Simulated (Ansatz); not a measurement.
GeMo₂C:
```
GeMo2C
1.0
    3.09939     0.00000     0.00000
   -1.54970     2.68415     0.00000
    0.00000     0.00000    12.53395
Ge Mo C
2 4 2
Cartesian
  1.54970   0.89472   3.13349
  0.00000   1.78944   9.40046
  1.54970   0.89472  11.41103
  0.00000   1.78944   1.12292
  0.00000   1.78944   5.14405
  1.54970   0.89472   7.38990
  0.00000   0.00000   0.00000
  0.00000   0.00000   6.26697
```

Relaxed with PBEsol. Special points in fractions of this cell's reciprocal vectors: Γ (0.000, 0.000, 0.000); M (0.500, 0.000, 0.000); K (0.333, 0.333, 0.000); A (0.000, 0.000, 0.500); L (0.500, 0.000, 0.500); H (0.333, 0.333, 0.500).

Q: List the band energies nearest the Fermi level at these points for PBEsol in the plane-wave PAW code Ansatz.

A: In eV from the Fermi level; about four levels below and three above (degenerate sets whole), none deeper than 8.9 eV; points with the same levels are listed once.

```
k                    below                above
-  -----------------------  -------------------
Γ  -0.85 -0.85 -0.50 -0.50  0.69 0.69 0.84 0.84
M  -4.39 -3.28 -3.15 -0.71       0.40 0.51 0.55
K  -2.71 -1.03 -0.88 -0.88       0.17 0.17 0.66
A  -0.69 -0.69 -0.69 -0.69  0.77 0.77 0.77 0.77
L  -3.21 -3.21 -0.31 -0.31  0.63 0.63 0.88 0.88
H  -1.96 -1.96 -1.00 -1.00  0.57 0.57 0.80 0.80
```

Space group P6_3/mmc. The start of the workflow was typed in or built on a structure type; neither database checked (COD, Materials Project) lists it. Whether it is the stable phase at ambient conditions was not checked. Symmetry was held in the PBEsol relaxation; its stability against distortions is not shown here. The run is not spin-polarised. Spin–orbit coupling is left out wherever it is not named.

Potentials: the earlier of the program's two PAW sets. The files were generated under PBE; for other functionals the program regenerates the frozen cores, and for LDA and PBEsol the local potential too.
